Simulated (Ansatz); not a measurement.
W: two-dimensional strain map

Theory: DFT r2SCAN, scalar-relativistic, plane waves, PAW in Ansatz. The runs took a 500 eV cutoff, a Γ-centred 20×20×20 mesh and Gaussian smearing (0.15 eV). Spin–orbit coupling is left out, which can shift energies with elements as heavy as these. No spin polarisation. Energies are free energies at this smearing, counted from the undisturbed cell; pressure is positive in compression.

Zero of the scan (as given, not relaxed at this level; it stands at -8.8 GPa; this fcc form isn't the usual structure):

```yaml
crystal:
  lattice:
    - [0.00000, 2.03000, 2.03000]
    - [2.03000, 0.00000, 2.03000]
    - [2.03000, 2.03000, 0.00000]
  atoms:
    - { symbol: W, position: [0.00000, 0.00000, 0.00000] }
```

The cell is strained by p along both x and y and by q along z, fractional coordinates fixed. Points are written (p, q). At -9 GPa the given cell is far from its own equilibrium, so these figures belong to a strongly strained crystal.

Energy above the undisturbed cell in meV/atom (a dash: not computed):

```
 p \ q  -0.030  -0.015  0.000  0.015  0.030
-0.030       ?    12.0  -14.4      ?      ?
-0.015    -5.7   -11.9  -18.2  -23.3  -25.3
 0.000       ?   -14.4    0.0   13.5   27.4
 0.015   -31.1     2.5   36.2   68.6   99.4
 0.030   -11.6    38.2   88.8  138.6  186.5
```

**Question.** Fill in the withheld energies.

**Answer.** (-0.030, -0.030): 40.5; (-0.030, 0.015): -37.0; (-0.030, 0.030): -54.6; (0.000, -0.030): -29.3.